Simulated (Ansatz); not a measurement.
Theory: DFT PBE, scalar-relativistic, plane waves, PAW in Ansatz 0.2.0. All cells share a 420 eV cutoff and Γ-centred k meshes spaced at most about 0.3 Å⁻¹ (about 0.25 or finer for metals, 2π included). No spin polarisation in the final relaxations.

All energies are static (0 K, no zero-point motion).

Two relaxed structures of Ga2GeO3:

A.

Space group P6/mmm (No. 191). a = 5.506 Å, b = 5.506 Å, c = 2.789 Å, α = 90.00°, β = 90.00°, γ = 120.00°
| atom | site | symmetry | x | y | z |
| --- | --- | --- | --- | --- | --- |
| Ga | 2c | -6m2 | 0.3333 | 0.6667 | 0.0000 |
| Ge | 1b | 6/mmm | 0.0000 | 0.0000 | 0.5000 |
| O | 3g | mmm | 0.5000 | 0.0000 | 0.5000 |

B.

Space group P-4m2 (No. 115). a = 3.072 Å, b = 3.072 Å, c = 7.704 Å, α = 90.00°, β = 90.00°, γ = 90.00°
| atom | site | symmetry | x | y | z |
| --- | --- | --- | --- | --- | --- |
| Ga | 2g | 2mm. | 0.0000 | 0.5000 | 0.6578 |
| Ge | 1a | -4m2 | 0.0000 | 0.0000 | 0.0000 |
| O | 1b | -4m2 | 0.5000 | 0.5000 | 0.0000 |
| O | 2g | 2mm. | 0.0000 | 0.5000 | 0.3928 |

**Question.** Which is lower in energy, and by how much?

**Answer.** A is lower, by 78 meV/atom. A has space group P6/mmm (No. 191), 12.2 Å³/atom and no gap on its mesh; B has space group P-4m2 (No. 115), 12.1 Å³/atom and no gap. Counting O atoms around Ga and Ge (those within 1.25 times the shortest such distance or 1.15 times the sum of covalent radii; the shortest distance is added where it is long for a bond), A has Ga 6, Ge 6 from 2.8 Å and B has Ga 5, Ge 4. In A, Ga has 6 O at 2.11 Å; around Ge lie 6 O at 2.75 Å and 2 Ge at 2.79 Å; O has 4 Ga at 2.11 Å, 6 O at 2.75–2.79 Å and 2 Ge at 2.75 Å. In B, around Ga lie 1 O at 2.04 Å and 4 O at 2.21 Å; Ge has 4 O at 2.17 Å; O on a site of symmetry -4m2 is surrounded by 4 Ge at 2.17 Å; 1 more site not described. Both come from invented guesses.

Cells relaxed within their symmetry can be saddle points.
